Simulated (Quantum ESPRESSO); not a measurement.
# ZnCdF₄ (changed cell): magnetic shieldings

```
CdZnF4
1.0
    4.99710    -0.01994     0.00000
   -0.01994     4.99710     0.00000
    0.00000     0.00000     3.34207
Cd Zn F
1 1 4
Direct
  0.50000   0.50000   0.50000
  0.00000   0.00000   0.00000
  0.71266   0.71266   0.00000
  0.28734   0.28734   0.00000
  0.81766   0.18234   0.50000
  0.18234   0.81766   0.50000
```
The cell was made here from a computed Materials Project entry: one of 2 Zn replaced by Cd, cell and atoms relaxed (PBE without dispersion, pw.x of a modified build of Quantum ESPRESSO, symmetry kept). The parent is ZnF2 in P4₂/mnm; whether this form has been observed was not checked. The swapped cell is a model, not a known phase. Stability against distortions was not tested.

These are absolute shieldings with no macroscopic susceptibility term; δ = σ_ref − σ needs a reference computed alike. By our sweeps, such settings leave a few ppm in absolute σ on light atoms and up to some 20 ppm from Zn on. No spin–orbit coupling; Cd is the heaviest element present.

Q: What do the calculations give at each independent site (shieldings by PBE GIPAW (Quantum ESPRESSO, JTH PAW datasets), 22.5 Ha, k-mesh 4×4×6 shifted, f-sum rule met within 0.002 %)?

A: 
| site | site symmetry | σ_iso (ppm) |
|---|---|---|
| Cd (atom 1) | mmm | 3897 |
| Zn (atom 2) | mmm | 1849 |
| F1 (atoms 3, 4) | 2mm | 374 |
| F2 (atoms 5, 6) | m2m | 356 |
